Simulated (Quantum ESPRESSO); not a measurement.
# One change at a time to InPd3Ta3W

These are calculations, not measurements. They come from Quantum ESPRESSO 7.5, a public plane-wave density functional program. Each row is one single-point run on a made-up periodic cell of eight metal atoms, with elements, volume, strain and displacements drawn at random and not relaxed, so a cell may be unstable or far from any real phase. There is no spin polarisation or spin-orbit coupling.

Settings: PBE unless stated; PseudoDojo standard norm-conserving files; Fermi-Dirac width 0.25 eV, which means electrons at about 2900 K; cutoff 1116 eV; 8 x 5 x 3 k mesh shifted half a step off Gamma. E is the free energy of the whole cell (internal energy minus TS), so a -TS column is already part of it. Stress is positive in tension, and the pressure P is minus a third of its trace.

Checks: one run of this series was repeated at a higher cutoff and on a denser mesh, which moved values by no more than 0.004 eV, 0.10 GPa and 0.007 eV/Å, and a second program with other atomic files agreed on it to 2 % rms in force and 0.5 GPa in pressure. Known limits: heavy elements are run without spin-orbit coupling, which real alloys of them have; a spin test at this wide smearing found no moment, but such smearing suppresses magnetism that the real alloy may have.

The lattice is hexagonal close-packed, and the cell vectors in Å are (2.904, 0.000, 0.000); (1.452, -2.514, -4.608); (1.452, 7.543, -4.608), a volume of 134.58 Å³ in run 1. The elements on sites 1 to 8 are W In Ta Pd Pd Pd Ta Ta. Each later run makes one change to run 1 and keeps the rest. E is counted from run 1, and is n/a where other atomic files have another zero of energy.

```
run                           change  V (Å³)  P (GPa)  -TS (eV)  rms force (eV/Å)  largest change of a force component (eV/Å)  E (eV)
  1                             none  134.58     4.99    -1.354             0.584                                       0.000   0.000
  2          sites 5 and 7 exchanged  134.58     5.98    -1.335             0.666                                       1.805  -0.138
  3    all lengths scaled by +1.36 %  140.15    -2.50    -1.419             0.547                                       0.173       ?
  4           PBEsol in place of PBE  134.58    -2.44    -1.358             0.575                                       0.062     n/a
  5                     Nb on site 6  134.58    11.68    -1.629             0.591                                       1.360     n/a
  6  site 3 moved by -0.22 Å along y  134.58     6.08    -1.326             0.846                                       2.628   0.222
```

## Worked estimate

Along a uniform scaling dE = -P dV. The mean of the two pressures is 1.245 GPa and the volume changes by 5.57 Å³, with 160.2 GPa to one eV/Å³. The same two rows give -V dP/dV = 185 GPa for this cell with clamped atoms, which is not the bulk modulus of a real alloy.

## Withheld value

Question: what E should run 3 give?

The estimate is -0.043 eV. The calculation gave -0.039 eV. The mean of two end points misses the curvature of P, and the finite cutoff adds a little.
